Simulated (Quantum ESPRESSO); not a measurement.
```cif
data_CuO2Rh
_chemical_formula_sum 'O2 Cu1 Rh1'
_space_group_name_H-M_alt 'P 1'
_space_group_IT_number 1
_cell_length_a 5.86838
_cell_length_b 5.86838
_cell_length_c 5.86838
_cell_angle_alpha 30.120
_cell_angle_beta 30.120
_cell_angle_gamma 30.120
loop_
_space_group_symop_operation_xyz
  'x, y, z'
loop_
_atom_site_label
_atom_site_type_symbol
_atom_site_fract_x
_atom_site_fract_y
_atom_site_fract_z
_atom_site_occupancy
O1 O 0.89252 0.89252 0.89252 1
O2 O 0.10748 0.10748 0.10748 1
Cu1 Cu 0.00000 0.00000 0.00000 1
Rh1 Rh 0.50000 0.50000 0.50000 1
```

The PBEsol cell relaxed from Materials Project entry mp-14116 was given an isotropic strain of -0.7 % on all lattice vectors, and the atoms were relaxed again.

### Question
What does norm-conserving PBEsol (Quantum ESPRESSO, 92 Ry, scalar-relativistic) give for the electronic structure near the Fermi level?

### Answer
The PBEsol gap is 0.72 eV; at least one edge lies off the plotted path, at a point of the SCF mesh. The smallest direct gap is 1.05 eV. Another valence extremum on the path lies within 0.02 eV, too close to call. Spin-orbit splittings are left out. The 3d shell has no Hubbard U; the runs are without spin polarisation, and magnetic order was not tried.
